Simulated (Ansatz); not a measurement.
The cell below belongs to a search over invented structures; it isn't taken from experiment.

Input and command of a plane-wave DFT calculation in Ansatz:

```yaml
crystal:
  lattice:
    - [4.33265741, 0.0, 0.0]
    - [0.0, 4.33265741, 0.0]
    - [0.0, 0.0, 7.8196912]
  atoms:
    - { symbol: Mn, position: [0.0, 0.5, 0.5], spin: 4.0 }
    - { symbol: Mn, position: [0.5, 0.0, 0.5], spin: 4.0 }
    - { symbol: Te, position: [0.0, 0.0, 0.20473054] }
    - { symbol: Te, position: [0.0, 0.0, 0.79526946] }
    - { symbol: Te, position: [0.5, 0.5, 0.0] }
    - { symbol: S, position: [0.0, 0.0, 0.5] }
basis:
  ecutwfc: 420
kpoints:
  mp_grid: { grid: [3, 3, 2] }
hamiltonian:
  xc: pbe
scf:
  occupations: { method: gaussian, width: 0.15 }
  lower_state_search: "off"
output:
  forces: true
  stress: true
  eigenvalues: true
  populations: true
magnetization:
  spin_polarized: true
relax:
  adjacent_minimum: "off"
  f_tol: 0.08
  max_steps: 16
  cell: { stress_tol: 0.8 }
```

```bash
ansatz run input.yaml --threads 1 --pin off --max-ram 2560MiB --backend cpu --events-out ev --progress --plain --runs-dir out
```

Processor: Intel(R) Xeon(R) 6975P-C (Granite Rapids), 1 thread, on a host shared with other jobs.

**Question.** Estimate time, memory and problem size.

**Answer.** About 95 s, peak memory 0.57 GiB. It solves 56 bands at 6 k points (after reduction by symmetry) with about 3639 plane waves (on the last cell), in 146 SCF iterations over 14 ionic steps.
